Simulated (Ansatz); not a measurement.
The following input was run with Ansatz 0.2.0.

```yaml
crystal:
  lattice:
    - [1.6202855683, 0.935472309, 7.8484753602]
    - [-1.6202855683, 0.935472309, 7.8484753602]
    - [0.0, -1.870944618, 7.8484753602]
  atoms:
    - { symbol: Hf, position: [0.7796411018, 0.7796411018, 0.7796411018] }
    - { symbol: Hf, position: [0.2203588982, 0.2203588982, 0.2203588982] }
    - { symbol: Hf, position: [0.0, 0.0, 0.0] }
    - { symbol: "N", position: [0.6120889279, 0.6120889279, 0.6120889279] }
    - { symbol: "N", position: [0.3879110721, 0.3879110721, 0.3879110721] }
basis:
  ecutwfc: 500
kpoints:
  mp_grid: { grid: [12, 12, 12] }
hamiltonian:
  xc: r2scan
scf:
  occupations: { method: gaussian, width: 0.1 }
output:
  forces: true
  stress: true
  eigenvalues: true
relax:
  adjacent_minimum: "off"
  f_tol: 0.01
  max_steps: 30
  cell: { stress_tol: 0.1, fix: [volume] }
```

Command:
```bash
ansatz run input.yaml --threads 1 --pin off --max-ram 2560MiB --backend cpu --events-out ev --progress --plain --runs-dir out
```

Method: Ansatz 0.2.0, DFT r2SCAN, scalar-relativistic, plane waves, PAW.

Abridged output:

```
Pseudopotentials: kind: paw
Pseudopotential: Hf, paw, valence charge 26, recommended cutoff 500 eV (meta_gga)
Pseudopotential: N, paw, valence charge 5, recommended cutoff 500 eV (meta_gga)
Functional definition: r2SCAN
Crystal: 5 atoms, lattice volume = 71.377 Å³
Basis set: ecut = 500 eV, 1787 PW (Γ), FFT grids on a1−a3, a2−a3, a3, exchange–correlation on 96×96×240 points (64 copies of the dense FFT grid, shifted against one another)
Bands: 53, of which v1, the nominal top of the filled ones, is band 44 counted from 1 (43 counted from 0)
Symmetry: 12 space group operations
Space group: R-3m (ITA 166), of the structure as read, at distance tolerance 4.1e-5 Å
k-points: 189 of 1728
Initial density: superposition of atomic densities (neutral atoms: chi_scale 0, normalization atom), corrected by the library's trained network
Initial wavefunctions: pseudopotential atomic-orbital guess
Functional: x = r2scan, c = r2scan; τ floored in thin density (d = 2e-4 eV/Å³)
SCF iter   1: F=—  HF=-47976.774088 eV  |F-HF|=—  |Δ(HF+E_count)|=         —  Δρ=1.41e-2  dr2=5.30e-1  dr2_τ=2.65e-1  ethr=1.77e-3  ⟨swp⟩=4.6  Hψ=29130  notcnv=0  defer=73
SCF iter   2: F=—  HF=-47976.834887 eV  |F-HF|=—  |Δ(HF+E_count)|=   6.08e-2  Δρ=8.92e-3  dr2=2.56e-1  dr2_τ=3.64e-3  ethr=6.03e-4  ⟨swp⟩=2.0  Hψ=16928  notcnv=0  defer=649
SCF iter   3: F=—  HF=-47976.822711 eV  |F-HF|=—  |Δ(HF+E_count)|=   1.22e-2  Δρ=5.38e-3  dr2=1.20e-1  dr2_τ=1.31e-3  ethr=2.91e-4  ⟨swp⟩=1.2  Hψ=9976  notcnv=0  defer=649
SCF iter   4: F=—  HF=-47976.815357 eV  |F-HF|=—  |Δ(HF+E_count)|=   7.35e-3  Δρ=1.88e-3  dr2=8.18e-3  dr2_τ=2.46e-4  ethr=1.36e-4  ⟨swp⟩=2.0  Hψ=11830  notcnv=0  defer=649
SCF iter   5: F=—  HF=-47976.814685 eV  |F-HF|=—  |Δ(HF+E_count)|=   6.72e-4  Δρ=9.56e-4  dr2=1.90e-3  dr2_τ=8.72e-5  ethr=9.30e-6  ⟨swp⟩=2.0  Hψ=15040  notcnv=0  defer=649
SCF iter   6: F=—  HF=-47976.814165 eV  |F-HF|=—  |Δ(HF+E_count)|=   5.20e-4  Δρ=6.88e-4  dr2=4.23e-4  dr2_τ=1.13e-5  ethr=2.16e-6  ⟨swp⟩=2.0  Hψ=17685  notcnv=0  defer=649
SCF iter   7: F=—  HF=-47976.814092 eV  |F-HF|=—  |Δ(HF+E_count)|=   7.32e-5  Δρ=2.05e-4  dr2=3.21e-5  dr2_τ=5.96e-6  ethr=4.81e-7  ⟨swp⟩=2.0  Hψ=17723  notcnv=0  defer=649
SCF iter   8: F=—  HF=-47976.814099 eV  |F-HF|=—  |Δ(HF+E_count)|=   7.12e-6  Δρ=1.04e-4  dr2=1.16e-5  dr2_τ=1.58e-6  ethr=3.65e-8  ⟨swp⟩=2.1  Hψ=18349  notcnv=0  defer=649
SCF iter   9: F=—  HF=-47976.814092 eV  |F-HF|=—  |Δ(HF+E_count)|=   7.03e-6  Δρ=2.68e-5  dr2=6.49e-7  dr2_τ=9.39e-8  ethr=1.32e-8  ⟨swp⟩=2.0  Hψ=17065  notcnv=0  defer=649
SCF iter  10: F=—  HF=-47976.814092 eV  |F-HF|=—  |Δ(HF+E_count)|=   2.29e-7  Δρ=1.23e-5  dr2=1.36e-7  dr2_τ=1.22e-8  ethr=7.38e-10  ⟨swp⟩=2.0  Hψ=16901  notcnv=0  defer=649
SCF iter  11: F=-47976.814092 eV  HF=-47976.814092 eV  |F-HF|=8.90e-9  |Δ(HF+E_count)|=   5.23e-8  Δρ=4.84e-6  dr2=2.40e-8  dr2_τ=2.78e-9  ethr=1.14e-10  ⟨swp⟩=10.4  Hψ=42681  notcnv=0
SCF 1 converged in 11 iterations: F = -47976.814092 eV  dr2 = 2.40e-8
relax step   1: F+E_penalty+E_count = -47976.81409236 eV  Δ(F+E_penalty+E_count) = +0.000e0 eV  max|allowed force component| = 9.949e-2 eV/Å  Δτ_max = 0.0000 Å  P = -6.395 GPa  Ω = 71.377 Å³  fix = [volume]  reactions: volume -6.395 GPa (11 SCF iters, dr2 threshold 1.00e-7 eV, accepted)
Initial density: handed on by an earlier stage of this run
Initial wavefunctions: those handed on with the density
SCF iter   1: F=—  HF=-47976.720063 eV  |F-HF|=—  |Δ(HF+E_count)|=         —  Δρ=5.78e-3  dr2=8.53e-2  dr2_τ=2.07e-1  ethr=1.01e-4  ⟨swp⟩=1.5  Hψ=35171  notcnv=0
SCF iter   2: F=—  HF=-47976.804334 eV  |F-HF|=—  |Δ(HF+E_count)|=   8.43e-2  Δρ=2.83e-3  dr2=2.47e-2  dr2_τ=2.41e-4  ethr=9.70e-5  ⟨swp⟩=2.0  Hψ=19668  notcnv=0
SCF iter   3: F=—  HF=-47976.802264 eV  |F-HF|=—  |Δ(HF+E_count)|=   2.07e-3  Δρ=9.93e-4  dr2=4.55e-3  dr2_τ=4.75e-5  ethr=2.81e-5  ⟨swp⟩=2.0  Hψ=10419  notcnv=0  defer=1
SCF iter   4: F=—  HF=-47976.801680 eV  |F-HF|=—  |Δ(HF+E_count)|=   5.85e-4  Δρ=5.77e-4  dr2=1.21e-3  dr2_τ=1.85e-5  ethr=5.17e-6  ⟨swp⟩=2.5  Hψ=15208  notcnv=0  defer=1
SCF iter   5: F=—  HF=-47976.801516 eV  |F-HF|=—  |Δ(HF+E_count)|=   1.64e-4  Δρ=3.42e-4  dr2=6.89e-5  dr2_τ=7.37e-6  ethr=1.37e-6  ⟨swp⟩=3.0  Hψ=16812  notcnv=0  defer=1
SCF iter   6: F=—  HF=-47976.801509 eV  |F-HF|=—  |Δ(HF+E_count)|=   6.52e-6  Δρ=1.41e-4  dr2=2.22e-5  dr2_τ=3.03e-6  ethr=7.83e-8  ⟨swp⟩=2.0  Hψ=15989  notcnv=0  defer=1
SCF iter   7: F=—  HF=-47976.801505 eV  |F-HF|=—  |Δ(HF+E_count)|=   4.49e-6  Δρ=4.87e-5  dr2=2.03e-6  dr2_τ=1.34e-7  ethr=2.53e-8  ⟨swp⟩=2.0  Hψ=16443  notcnv=0  defer=1
SCF iter   8: F=—  HF=-47976.801505 eV  |F-HF|=—  |Δ(HF+E_count)|=   9.77e-8  Δρ=2.95e-5  dr2=5.74e-7  dr2_τ=5.00e-8  ethr=5.68e-10  ⟨swp⟩=7.3  Hψ=46356  notcnv=0
SCF iter   9: F=-47976.801505 eV  HF=-47976.801505 eV  |F-HF|=3.93e-8  |Δ(HF+E_count)|=   2.49e-7  Δρ=1.25e-5  dr2=1.34e-7  dr2_τ=7.56e-9  ethr=5.68e-10  ⟨swp⟩=5.1  Hψ=40831  notcnv=0
the search or the solves at the SCF's close seem to have found levels that the self-consistency loop had missed (the run counts 1). By its estimate they hold under 1e-12 electrons; where the run keeps them, the occupations were computed again with them
SCF 2 converged in 9 iterations: F = -47976.801505 eV  dr2 = 1.34e-7
relax step   2: F+E_penalty+E_count = -47976.80150487 eV  Δ(F+E_penalty+E_count) = +1.259e-2 eV  max|allowed force component| = 3.923e-1 eV/Å  Δτ_max = 0.0336 Å  P = -5.523 GPa  Ω = 71.377 Å³  energy of the carried Pulay correction = +5.025e-18 eV  fix = [volume]  (9 SCF iters, dr2 threshold 5.00e-7 eV, rejected (line search))
SCF iter   1: F=—  HF=-47976.764569 eV  |F-HF|=—  |Δ(HF+E_count)|=         —  Δρ=4.26e-3  dr2=4.25e-2  dr2_τ=1.16e-1  ethr=5.03e-5  ⟨swp⟩=1.6  Hψ=34696  notcnv=0
SCF iter   2: F=—  HF=-47976.816858 eV  |F-HF|=—  |Δ(HF+E_count)|=   5.23e-2  Δρ=2.20e-3  dr2=1.55e-2  dr2_τ=1.18e-4  ethr=4.83e-5  ⟨swp⟩=2.0  Hψ=18239  notcnv=0
SCF iter   3: F=—  HF=-47976.815395 eV  |F-HF|=—  |Δ(HF+E_count)|=   1.46e-3  Δρ=7.81e-4  dr2=1.95e-3  dr2_τ=5.61e-5  ethr=1.76e-5  ⟨swp⟩=2.1  Hψ=11404  notcnv=0
SCF iter   4: F=—  HF=-47976.815063 eV  |F-HF|=—  |Δ(HF+E_count)|=   3.32e-4  Δρ=4.61e-4  dr2=4.96e-4  dr2_τ=1.54e-5  ethr=2.21e-6  ⟨swp⟩=2.0  Hψ=14393  notcnv=0
SCF iter   5: F=—  HF=-47976.815014 eV  |F-HF|=—  |Δ(HF+E_count)|=   4.92e-5  Δρ=2.51e-4  dr2=5.44e-5  dr2_τ=4.80e-6  ethr=5.63e-7  ⟨swp⟩=2.0  Hψ=14362  notcnv=0
SCF iter   6: F=—  HF=-47976.815003 eV  |F-HF|=—  |Δ(HF+E_count)|=   1.02e-5  Δρ=1.15e-4  dr2=1.09e-5  dr2_τ=1.87e-6  ethr=6.18e-8  ⟨swp⟩=2.0  Hψ=15819  notcnv=0
SCF iter   7: F=—  HF=-47976.815002 eV  |F-HF|=—  |Δ(HF+E_count)|=   1.56e-6  Δρ=4.09e-5  dr2=1.40e-6  dr2_τ=1.16e-7  ethr=1.24e-8  ⟨swp⟩=2.0  Hψ=18339  notcnv=0
SCF iter   8: F=—  HF=-47976.815003 eV  |F-HF|=—  |Δ(HF+E_count)|=   8.62e-7  Δρ=2.32e-5  dr2=3.83e-7  dr2_τ=3.39e-8  ethr=1.60e-9  ⟨swp⟩=2.0  Hψ=18330  notcnv=0
SCF iter   9: F=—  HF=-47976.815003 eV  |F-HF|=—  |Δ(HF+E_count)|=   2.33e-7  Δρ=8.52e-6  dr2=6.22e-8  dr2_τ=4.05e-9  ethr=4.35e-10  ⟨swp⟩=2.0  Hψ=18329  notcnv=0
SCF iter  10: F=—  HF=-47976.815003 eV  |F-HF|=—  |Δ(HF+E_count)|=   1.03e-8  Δρ=2.68e-6  dr2=6.63e-9  dr2_τ=2.46e-10  ethr=7.07e-11  ⟨swp⟩=2.0  Hψ=18330  notcnv=0
SCF iter  11: F=—  HF=-47976.815003 eV  |F-HF|=—  |Δ(HF+E_count)|=  9.60e-10  Δρ=9.02e-7  dr2=9.06e-10  dr2_τ=2.02e-11  ethr=7.53e-12  ⟨swp⟩=2.0  Hψ=18336  notcnv=0
SCF iter  12: F=-47976.815003 eV  HF=-47976.815003 eV  |F-HF|=2.91e-11  |Δ(HF+E_count)|=  1.60e-10  Δρ=2.50e-7  dr2=6.58e-11  dr2_τ=4.79e-12  ethr=1.00e-12  ⟨swp⟩=5.6  Hψ=40824  notcnv=0
the search or the solves at the SCF's close seem to have found levels that the self-consistency loop had missed (the run counts 1). By its estimate they hold under 1e-12 electrons; where the run keeps them, the occupations were computed again with them
SCF 3 converged in 12 iterations: F = -47976.815003 eV  dr2 = 6.58e-11
relax step   3: F+E_penalty+E_count = -47976.81500296 eV  Δ(F+E_penalty+E_count) = -9.106e-4 eV  max|allowed force component| = 2.618e-2 eV/Å  Δτ_max = 0.0085 Å  P = -6.198 GPa  Ω = 71.377 Å³  energy of the carried Pulay correction = +5.025e-18 eV  fix = [volume]  reactions: volume -6.198 GPa (12 SCF iters, accepted)
SCF iter   1: F=—  HF=-47976.814808 eV  |F-HF|=—  |Δ(HF+E_count)|=         —  Δρ=4.36e-4  dr2=1.13e-4  dr2_τ=5.53e-4  ethr=1.33e-7  ⟨swp⟩=3.0  Hψ=43182  notcnv=0
SCF iter   2: F=—  HF=-47976.815170 eV  |F-HF|=—  |Δ(HF+E_count)|=   3.62e-4  Δρ=1.70e-4  dr2=1.57e-5  dr2_τ=2.61e-6  ethr=1.28e-7  ⟨swp⟩=2.0  Hψ=18344  notcnv=0
SCF iter   3: F=—  HF=-47976.815170 eV  |F-HF|=—  |Δ(HF+E_count)|=   7.67e-9  Δρ=7.41e-5  dr2=3.85e-6  dr2_τ=1.64e-7  ethr=1.78e-8  ⟨swp⟩=1.9  Hψ=10295  notcnv=0
SCF iter   4: F=—  HF=-47976.815170 eV  |F-HF|=—  |Δ(HF+E_count)|=   4.32e-8  Δρ=2.42e-5  dr2=5.15e-7  dr2_τ=2.38e-8  ethr=4.38e-9  ⟨swp⟩=2.0  Hψ=13522  notcnv=0
SCF iter   5: F=-47976.815170 eV  HF=-47976.815170 eV  |F-HF|=1.27e-7  |Δ(HF+E_count)|=   6.84e-8  Δρ=1.12e-5  dr2=1.08e-7  dr2_τ=9.95e-9  ethr=5.68e-10  ⟨swp⟩=4.9  Hψ=37472  notcnv=0
SCF 4 converged in 5 iterations: F = -47976.815170 eV  dr2 = 1.08e-7
relax step   4: F+E_penalty+E_count = -47976.81517010 eV  Δ(F+E_penalty+E_count) = -1.671e-4 eV  max|allowed force component| = 2.875e-2 eV/Å  Δτ_max = 0.0002 Å  P = -6.195 GPa  Ω = 71.377 Å³  fix = [volume]  reactions: volume -6.195 GPa (5 SCF iters, dr2 threshold 5.00e-7 eV, accepted)
SCF iter   1: F=—  HF=-47976.815084 eV  |F-HF|=—  |Δ(HF+E_count)|=         —  Δρ=3.66e-4  dr2=6.15e-4  dr2_τ=5.83e-4  ethr=7.19e-7  ⟨swp⟩=2.0  Hψ=33118  notcnv=0
SCF iter   2: F=—  HF=-47976.815347 eV  |F-HF|=—  |Δ(HF+E_count)|=   2.63e-4  Δρ=1.99e-4  dr2=2.43e-4  dr2_τ=1.24e-6  ethr=6.99e-7  ⟨swp⟩=2.0  Hψ=15657  notcnv=0
SCF iter   3: F=—  HF=-47976.815326 eV  |F-HF|=—  |Δ(HF+E_count)|=   2.17e-5  Δρ=8.73e-5  dr2=2.94e-5  dr2_τ=7.27e-7  ethr=2.76e-7  ⟨swp⟩=2.0  Hψ=10502  notcnv=0
SCF iter   4: F=—  HF=-47976.815324 eV  |F-HF|=—  |Δ(HF+E_count)|=   1.99e-6  Δρ=5.10e-5  dr2=5.31e-6  dr2_τ=1.50e-7  ethr=3.34e-8  ⟨swp⟩=2.3  Hψ=16574  notcnv=0
SCF iter   5: F=—  HF=-47976.815323 eV  |F-HF|=—  |Δ(HF+E_count)|=   4.17e-7  Δρ=2.47e-5  dr2=6.77e-7  dr2_τ=3.90e-8  ethr=6.03e-9  ⟨swp⟩=2.0  Hψ=15686  notcnv=0
SCF iter   6: F=-47976.815323 eV  HF=-47976.815323 eV  |F-HF|=1.35e-7  |Δ(HF+E_count)|=   1.17e-7  Δρ=1.13e-5  dr2=9.62e-8  dr2_τ=2.89e-8  ethr=2.20e-10  ⟨swp⟩=6.7  Hψ=44236  notcnv=0
SCF 5 converged in 6 iterations: F = -47976.815323 eV  dr2 = 9.62e-8
relax step   5: F+E_penalty+E_count = -47976.81532292 eV  Δ(F+E_penalty+E_count) = -1.528e-4 eV  max|allowed force component| = 5.351e-4 eV/Å  Δτ_max = 0.0017 Å  P = -6.210 GPa  Ω = 71.377 Å³  energy of the carried Pulay correction = +1.005e-17 eV  fix = [volume]  reactions: volume -6.210 GPa (6 SCF iters, dr2 threshold 1.93e-7 eV, accepted)
Initial wavefunctions: pseudopotential atomic-orbital guess (no wavefunctions were taken with the density)
SCF iter   1: F=—  HF=-47976.815326 eV  |F-HF|=—  |Δ(HF+E_count)|=         —  Δρ=1.14e-5  dr2=9.69e-8  dr2_τ=2.92e-8  ethr=4.71e-8  ⟨swp⟩=3.1  Hψ=57908  notcnv=0
SCF iter   2: F=—  HF=-47976.815324 eV  |F-HF|=—  |Δ(HF+E_count)|=   2.14e-6  Δρ=5.28e-6  dr2=3.32e-8  dr2_τ=4.05e-9  ethr=1.10e-10  ⟨swp⟩=2.1  Hψ=18349  notcnv=0
SCF iter   3: F=—  HF=-47976.815324 eV  |F-HF|=—  |Δ(HF+E_count)|=   1.34e-9  Δρ=3.84e-6  dr2=2.25e-8  dr2_τ=4.26e-10  ethr=3.77e-11  ⟨swp⟩=2.0  Hψ=16632  notcnv=0
SCF iter   4: F=—  HF=-47976.815324 eV  |F-HF|=—  |Δ(HF+E_count)|=   4.18e-9  Δρ=2.15e-6  dr2=7.65e-9  dr2_τ=2.32e-10  ethr=2.56e-11  ⟨swp⟩=2.0  Hψ=18309  notcnv=0
SCF iter   5: F=—  HF=-47976.815324 eV  |F-HF|=—  |Δ(HF+E_count)|=  1.16e-10  Δρ=6.00e-7  dr2=1.05e-9  dr2_τ=1.02e-10  ethr=8.70e-12  ⟨swp⟩=2.0  Hψ=16061  notcnv=0
SCF iter   6: F=-47976.815324 eV  HF=-47976.815324 eV  |F-HF|=8.73e-11  |Δ(HF+E_count)|=  4.37e-11  Δρ=2.87e-7  dr2=1.34e-10  dr2_τ=1.71e-12  ethr=1.00e-12  ⟨swp⟩=3.2  Hψ=38062  notcnv=0
SCF 6 converged in 6 iterations: F = -47976.815324 eV  dr2 = 1.34e-10
SCF converged after 6 iterations
Free energy (F): -47976.815324 eV
Harris-Foulkes:  -47976.815324 eV  (|F-HF|=8.73e-11)
Internal energy: -47976.809289 eV  (E = F + TS)
E sigma→0 (E₀):  -47976.812306 eV
Entropy (-TS):   -0.006035 eV (-1.207 meV/atom)
Fermi energy:    21.187136 eV
--- Per-component energies (eV) ---
  E_band       = 240.325308
  E_kinetic    = 1531.029528
  E_local      = -14975.550136  (includes V_loc(G=0)·N_el)
  E_nonlocal   = -3656.065142
  E_hartree    = 7055.107435
  E_xc         = -970.529229
  E_vxc        = -1049.854054  (∫ρ·V_xc dr)
  E_paw        = -21112.386197  (= ΣΔE_a)
  E_vpaw       = 4228.017601  (= ΣTr[D̂ρ^β])
  E_aug_tail   = 0.000026  (compensation charges beyond the density's cutoff)
  E_vtau       = 52.532561  (kinetic-family band-sum trace: ∫τ·v_τ [+ j·A + Jᵃ·Aᵃ] dr)
  E_ewald      = -15849.321009
  E_core_change = 0.905436  (= ΣΔE_core)
  E_smearing   = -0.006035  (= −TS)
--- Forces (eV/Å), atoms counted from 1 ---
  atom   1  Hf     0.00000000     0.00000000     0.00041359
  atom   2  Hf     0.00000000     0.00000000    -0.00041359
  atom   3  Hf     0.00000000     0.00000000     0.00000000
  atom   4  N      0.00000000     0.00000000     0.00033831
  atom   5  N      0.00000000     0.00000000    -0.00033831
--- Stress (GPa, compression-positive) ---
       -6.207126       0.000000       0.000000
        0.000000      -6.207126       0.000000
        0.000000       0.000000      -6.215186
  P = ⅓ Tr σ = -6.2098 GPa (-62.098 kbar)
--- Band table (eV; the first three rows and the last of 189) ---
  k-point 0: bands = ["-43.4885", "-42.5263", "-42.4934", "-11.7442", "-11.3123", "-11.3123", "-10.8444", "-10.3720", "-10.2958", "-10.2958", "-10.2354", "-10.2354", "3.6305", "4.9938", "8.1151", "8.1151", "8.1163", "8.1662", "8.1662", "8.1701", "8.1872", "9.0607", "9.0694", "9.0694", "9.0750", "9.0760", "9.0760", "9.0824", "9.0856", "9.1086", "9.1086", "9.1169", "9.1169", "9.1456", "9.1473", "13.1140", "15.6239", "15.6239", "15.8857", "17.4696", "17.4696", "17.7620", "21.2927", "21.8602", "22.0655", "22.0655", "23.1329", "23.1329", "23.3187", "23.3187", "23.8905", "24.9853", "25.4795"]
  k-point 1: bands = ["-43.4861", "-42.5236", "-42.4917", "-11.7330", "-11.3610", "-11.3218", "-10.8268", "-10.3919", "-10.3155", "-10.3060", "-10.2740", "-10.2419", "3.7291", "4.9738", "8.1171", "8.1178", "8.1191", "8.1634", "8.1657", "8.1708", "8.1828", "9.0641", "9.0670", "9.0710", "9.0751", "9.0775", "9.0781", "9.0853", "9.0901", "9.1067", "9.1077", "9.1157", "9.1165", "9.1419", "9.1436", "13.2945", "15.2913", "15.6753", "16.2474", "16.7742", "17.3721", "18.1991", "20.7131", "21.8624", "22.2173", "22.2565", "22.9683", "23.0149", "23.7204", "23.8525", "24.1246", "24.8325", "25.5031"]
  k-point 2: bands = ["-43.4797", "-42.5162", "-42.4871", "-11.7023", "-11.4872", "-11.3474", "-10.7845", "-10.4696", "-10.3849", "-10.3366", "-10.3334", "-10.2602", "3.9940", "4.9187", "8.1233", "8.1252", "8.1280", "8.1557", "8.1636", "8.1719", "8.1721", "9.0638", "9.0730", "9.0752", "9.0761", "9.0835", "9.0840", "9.0898", "9.0986", "9.1040", "9.1057", "9.1132", "9.1141", "9.1323", "9.1347", "13.7856", "14.9907", "15.7927", "15.7951", "16.6086", "17.1447", "18.5506", "19.9765", "21.2656", "22.6564", "22.7373", "23.2410", "23.2770", "23.5241", "24.5610", "24.7297", "25.2175", "25.5959"]
  k-point 188: bands = ["-43.4885", "-42.5266", "-42.4930", "-11.7659", "-11.3124", "-11.3124", "-10.7443", "-10.4522", "-10.2951", "-10.2951", "-10.2361", "-10.2361", "3.6883", "4.9225", "8.1151", "8.1151", "8.1153", "8.1644", "8.1662", "8.1662", "8.1872", "9.0528", "9.0640", "9.0728", "9.0728", "9.0731", "9.0731", "9.0744", "9.1099", "9.1099", "9.1128", "9.1149", "9.1149", "9.1456", "9.1473", "13.4545", "14.9990", "15.6594", "15.6594", "17.3859", "17.3859", "19.2171", "20.1277", "21.7667", "21.7667", "22.6575", "22.7024", "23.9173", "23.9173", "24.1932", "24.1932", "24.9210", "24.9210"]
--- Relaxed structure (5 steps of the walk, 4 accepted, 1 SCFs on fresh bases) ---
  F+E_penalty+E_count = -47976.81532371 eV   max|allowed force component| = 4.136e-4 eV/Å   (the final SCF, on the basis selected at the relaxed cell)
  cell:  # Å, volume = 71.3771 Å³
    - [1.62008782, 0.93535814, 7.85039137]
    - [-1.62008782, 0.93535814, 7.85039137]
    - [0.0, -1.87071628, 7.85039137]
  atoms:
    - { symbol: Hf, position: [0.77935944, 0.77935944, 0.77935944] }
    - { symbol: Hf, position: [0.22064055, 0.22064055, 0.22064055] }
    - { symbol: Hf, position: [0.0, 0.0, 0.0] }
    - { symbol: N, position: [0.61238226, 0.61238226, 0.61238226] }
    - { symbol: N, position: [0.38761773, 0.38761773, 0.38761773] }
```

The relaxation met its thresholds.

It took 3.5 min on 1 thread of AMD EPYC 9R45 96-Core Processor (Zen 5), with other jobs on the host, peak memory 1 GiB.

Spin–orbit coupling is left out, which can shift energies with elements as heavy as these.